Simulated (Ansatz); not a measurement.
Relaxed-ion elastic tensor of Li (fcc (Cu type), space group No. 225) in GPa (Voigt order), r²SCAN (plane waves, PAW; program Ansatz); density 0.55 g/cm³, 20.96 Å³ per atom.

```
15.4  11.8  11.8   0.0   0.0   0.0
11.8  15.4  11.8   0.0   0.0   0.0
11.8  11.8  15.4   0.0   0.0   0.0
 0.0   0.0   0.0  10.1   0.0   0.0
 0.0   0.0   0.0   0.0  10.1   0.0
 0.0   0.0   0.0   0.0   0.0  10.1
```

Task: Is the crystal mechanically stable?

Result: Yes: the smallest eigenvalue of C is 3.6 GPa.

Task: Work out the Voigt, Reuss and Hill averages.

Result: K_V = 13.0, K_R = 13.0, K_H = 13.0; G_V = 6.8, G_R = 3.5, G_H = 5.2 GPa.

Task: Give Young's modulus, Poisson's ratio, Pugh's ratio and the universal anisotropy index.

Result: E = 9KG/(3K + G) = 13.7 GPa; ν = 0.32; K/G = 2.52 (ductile by the Pugh limit of 1.75); A_U = 5G_V/G_R + K_V/K_R − 6 = 4.62.

Task: Estimate the sound speeds and the Debye temperature.

Result: v_l = √((K + 4G/3)/ρ) = 6020 m/s, v_t = √(G/ρ) = 3070 m/s, mean 3440 m/s; Θ = (h/k)(3n/4πV)^(1/3) v_m = 371 K.

Task: Give the Zener ratio and Young's modulus along [100], [110] and [111].

Result: A = 2C44/(C11 − C12) = 5.68; 1/E = S11 − 2(S11 − S12 − S44/2)Γ with Γ = 0, 1/4, 1/3 gives 5.1, 12.5, 24.2 GPa.

Space group Fm-3m (fcc (Cu type)). A made-up cell: these elements were put on the sites of a structure type; the Crystallography Open Database files this formula in space group No. 225, but the cells were not matched. It is not the phase usual at ambient conditions (space group No. 229). The cell was relaxed with r²SCAN under the symmetry of its start; phonons on a q-mesh show no instability. As this level gives no gap, shear constants depend on the k-mesh and smearing (Fermi–Dirac, 0.1 eV here).

Potentials: the later of the program's two PAW sets.
